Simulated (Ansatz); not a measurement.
A relaxation of cell and atoms of Be₃CdS₄, ordered on the zincblende lattice (I-42m) with 8 atoms a cell with Ansatz, at the level PBE. It starts from a guessed cell.

Input (YAML):
```yaml
crystal:
  lattice:
    - [-2.3576675593, 2.3576675593, 4.7153351185]
    - [2.3576675593, -2.3576675593, 4.7153351185]
    - [2.3576675593, 2.3576675593, -4.7153351185]
  atoms:
    - { symbol: Be, position: [0.75, 0.25, 0.5] }
    - { symbol: S, position: [0.125, 0.625, 0.0] }
    - { symbol: Be, position: [0.5, 0.5, 0.0] }
    - { symbol: S, position: [0.875, 0.875, 0.5] }
    - { symbol: Be, position: [0.25, 0.75, 0.5] }
    - { symbol: S, position: [0.625, 0.125, 0.0] }
    - { symbol: Cd, position: [0.0, 0.0, 0.0] }
    - { symbol: S, position: [0.375, 0.375, 0.5] }
kpoints:
  mp_grid: { grid: [8, 8, 8] }
hamiltonian:
  xc: pbe
scf:
  occupations: { method: fermi_dirac, width: 0.02 }
relax:
  f_tol: 0.005
  cell: {}
```

Run as `ansatz run input.yaml --threads 2 --pin off --max-ram 18432MiB --backend cpu --events-out ev --progress --plain --runs-dir out`.

Question: It ran on 2 threads of AMD EPYC 7R13 Processor (Zen 3), with other jobs on the host, load about 4.6 per core. About how long did it take, and how much host memory at the peak?

Answer: About 58 s, with a peak of 0.61 GiB.

The log, with set-up remarks and timings taken out:
```
Functional definition: PBE
Crystal: 8 atoms, lattice volume = 104.843 Å³
Basis set: ecut = 420 eV, 2087 PW (Γ)
Bands: 33, of which v1, the nominal top of the filled ones, is band 25 counted from 1 (24 counted from 0)
Symmetry: 8 space group operations
Space group: I-42m (ITA 121)
k-points: 59 of 512 (time reversal used)
SCF iter   1: HF=-12141.352986 eV  Δρ=1.67e-3  dr2=3.88e-3
preconditioner: auto → Resta (q_TF=auto, 2.412 Å⁻¹)  ε∞=4.4  [insulator: Δε(μ)=2.500 eV  σ=0.020 eV  ℏωp=23.5 eV]
SCF iter   2: HF=-12141.345166 eV  Δρ=7.31e-4  dr2=6.22e-4
SCF iter   3: HF=-12141.345545 eV  Δρ=2.01e-4  dr2=3.21e-5
SCF iter   4: HF=-12141.345565 eV  Δρ=6.48e-5  dr2=3.39e-6
SCF iter   5: HF=-12141.345567 eV  Δρ=2.37e-5  dr2=5.69e-7
SCF iter   6: HF=-12141.345567 eV  Δρ=6.81e-6  dr2=5.34e-8
SCF 1 converged in 6 iterations: F = -12141.345568 eV  dr2 = 5.34e-8
relax step 1: F+E_penalty+E_count = -12141.34556755 eV  max|allowed force component| = 5.170e0 eV/Å  Δτ_max = 0.0000 Å  P = +50.024 GPa  Ω = 104.843 Å³
SCF 2 converged in 7 iterations: F = -12147.317164 eV  dr2 = 2.59e-8
relax step 2: F+E_penalty+E_count = -12147.31716420 eV  max|allowed force component| = 7.683e-1 eV/Å  Δτ_max = 0.1949 Å  P = +15.289 GPa  Ω = 118.181 Å³
SCF 3 converged in 6 iterations: F = -12148.006716 eV  dr2 = 2.12e-7
relax step 3: F+E_penalty+E_count = -12148.00671557 eV  max|allowed force component| = 4.020e-1 eV/Å  Δτ_max = 0.0152 Å  P = +4.629 GPa  Ω = 129.012 Å³
SCF 4 converged in 5 iterations: F = -12148.132068 eV  dr2 = 7.06e-7
relax step 4: F+E_penalty+E_count = -12148.13206820 eV  max|allowed force component| = 1.181e-1 eV/Å  Δτ_max = 0.0242 Å  P = +0.788 GPa  Ω = 133.936 Å³
SCF 5 converged in 5 iterations: F = -12148.139811 eV  dr2 = 2.54e-8
relax step 5: F+E_penalty+E_count = -12148.13981064 eV  max|allowed force component| = 2.492e-2 eV/Å  Δτ_max = 0.0104 Å  P = +0.025 GPa  Ω = 134.974 Å³
SCF 6 converged in 4 iterations: F = -12148.140020 eV  dr2 = 1.25e-8
relax step 6: F+E_penalty+E_count = -12148.14001997 eV  max|allowed force component| = 9.109e-4 eV/Å  Δτ_max = 0.0026 Å  P = -0.011 GPa  Ω = 134.995 Å³
SCF 7 converged in 5 iterations: F = -12148.149885 eV  dr2 = 6.72e-11
relax step 7: F+E_penalty+E_count = -12148.14988516 eV  max|allowed force component| = 8.331e-4 eV/Å  Δτ_max = 0.0000 Å  P = +0.095 GPa  Ω = 134.995 Å³  (SCF on a basis re-selected at this cell)
SCF 8 converged in 4 iterations: F = -12148.149920 eV  dr2 = 1.15e-8
relax step 8: F+E_penalty+E_count = -12148.14992025 eV  max|allowed force component| = 7.500e-4 eV/Å  Δτ_max = 0.0000 Å  P = +0.018 GPa  Ω = 135.119 Å³
SCF 9 converged in 5 iterations: F = -12148.149937 eV  dr2 = 1.80e-11
relax step 9: F+E_penalty+E_count = -12148.14993690 eV  max|allowed force component| = 7.475e-4 eV/Å  Δτ_max = 0.0000 Å  P = +0.018 GPa  Ω = 135.119 Å³  (SCF on a basis re-selected at this cell)
Free energy (F): -12148.149937 eV
Fermi energy:    7.631888 eV
--- Per-component energies (eV) ---
  E_band       = -508.364037
  E_kinetic    = 992.894588
  E_local      = -4902.148672
  E_nonlocal   = 159.455330
  E_hartree    = 2219.536417
  E_xc         = -624.646028
  E_vxc        = -634.158721
  E_paw        = -6662.825539
  E_vpaw       = -563.479088
  E_ewald      = -3330.416052
--- Forces (eV/Å), atoms counted from 1 ---
  atom   1  Be      0.00000      0.00000      0.00000
  atom   2  S     -0.00031      0.00031      0.00075
  atom   3  Be      0.00000      0.00000      0.00000
  atom   4  S     -0.00031    -0.00031    -0.00075
  atom   5  Be      0.00000      0.00000      0.00000
  atom   6  S       0.00031    -0.00031      0.00075
  atom   7  Cd      0.00000      0.00000      0.00000
  atom   8  S       0.00031      0.00031    -0.00075
--- Stress (GPa, compression-positive) ---
        0.019201       0.000000       0.000000
        0.000000       0.019201       0.000000
        0.000000       0.000000       0.016236
  P = ⅓ Tr σ = 0.0182 GPa (0.182 kbar)
--- Relaxed structure (7 steps of the walk, 7 accepted, 2 SCFs on fresh bases) ---
  F+E_penalty+E_count = -12148.14993690 eV   max|allowed force component| = 7.475e-4 eV/Å
  cell:  # Å, volume = 135.1191 Å³
    - [-2.582730, 2.582730, 5.064056]
    - [2.582730, -2.582730, 5.064056]
    - [2.582730, 2.582730, -5.064056]
  atoms:
    - { symbol: Be, position: [0.750000, 0.250000, 0.500000] }
    - { symbol: S, position: [0.143190, 0.580934, 0.000000] }
    - { symbol: Be, position: [0.500000, 0.500000, 0.000000] }
    - { symbol: S, position: [0.856810, 0.856810, 0.437744] }
    - { symbol: Be, position: [0.250000, 0.750000, 0.500000] }
    - { symbol: S, position: [0.580934, 0.143190, 0.000000] }
    - { symbol: Cd, position: [0.000000, 0.000000, 0.000000] }
    - { symbol: S, position: [0.419066, 0.419066, 0.562256] }
```

In 7 steps the volume changed by +28.9 %; between the first SCF and the last, each on a basis chosen for its cell, the energy fell by 851 meV an atom. Final cell: the symmetry is I-42m (No. 121, tetragonal); conventional cell a = 5.165 Å, c = 10.128 Å, 16.89 Å³ an atom. Be is surrounded by 4 S at 2.16 Å; S is surrounded by 3 Be at 2.12–2.16 Å and 1 Cd at 2.48 Å; Be is surrounded by 4 S at 2.12 Å; Cd is surrounded by 4 S at 2.48 Å.

(Calculated; spin-unpolarised; the phase may be known or hypothetical.)
